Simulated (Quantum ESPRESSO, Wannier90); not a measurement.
AgI (wurtzite): Wannier90 run

Materials Project entry mp-22894; symmetrised, unrelaxed at this level. COD (Crystallography Open Database) has the formula in 2 space groups, this one among them (matched by group alone). Level: LDA, no spin polarisation, no spin-orbit coupling; pw.x of Quantum ESPRESSO at 69 Ry with PseudoDojo potentials, 6×6×4 k-points, Wannier90. Density: 12×12×4 mesh, cold smearing 0.01 Ry. Spin-orbit coupling is left out although heavy elements are present.

```
begin unit_cell_cart
ang
    4.6585598679    0.0000000000    0.0000000000
   -2.3292799340    4.0344311907    0.0000000000
    0.0000000000    0.0000000000    7.5527400000
end unit_cell_cart
mp_grid = 6 6 4
```

**Question.** Which shells of neighbouring k-points and which b-vectors and weights does Wannier90 pick for this cell and mesh?

**Answer.** 
```
 *---------------------------------- K-MESH ----------------------------------*
 +----------------------------------------------------------------------------+
 |                    Distance to Nearest-Neighbour Shells                    |
 |                    ------------------------------------                    |
 |          Shell             Distance (Ang^-1)          Multiplicity         |
 |          -----             -----------------          ------------         |
 |             1                   0.207977                      2            |
 |             2                   0.259565                      6            |
 |             3                   0.332609                     12            |
 |             4                   0.415954                      2            |
 |             5                   0.449580                      6            |
 |             6                   0.490298                     12            |
 |             7                   0.495355                     12            |
 |             8                   0.519130                      6            |
       ... (lines left out)
 +----------------------------------------------------------------------------+
 | The b-vectors are chosen automatically                                     |
 | The following shells are used:                       1,  2                 |
 +----------------------------------------------------------------------------+
 |                        Shell   # Nearest-Neighbours                        |
 |                        -----   --------------------                        |
 |                          1               2                                 |
 |                          2               6                                 |
 +----------------------------------------------------------------------------+
 | Completeness relation is fully satisfied [Eq. (B1), PRB 56, 12847 (1997)]  |
 +----------------------------------------------------------------------------+
 |                  b_k Vectors (Ang^-1) and Weights (Ang^2)                  |
 |                  ----------------------------------------                  |
 |            No.         b_k(x)      b_k(y)      b_k(z)        w_b           |
 |            ---        --------------------------------     --------        |
 |             1         0.000000    0.000000    0.207977    11.559507        |
 |             2         0.000000    0.000000   -0.207977    11.559507        |
 |             3         0.000000    0.259565    0.000000     4.947504        |
 |             4         0.224790    0.129783    0.000000     4.947504        |
 |             5         0.000000   -0.259565    0.000000     4.947504        |
 |             6         0.224790   -0.129783    0.000000     4.947504        |
 |             7        -0.224790   -0.129783    0.000000     4.947504        |
 |             8        -0.224790    0.129783    0.000000     4.947504        |
```
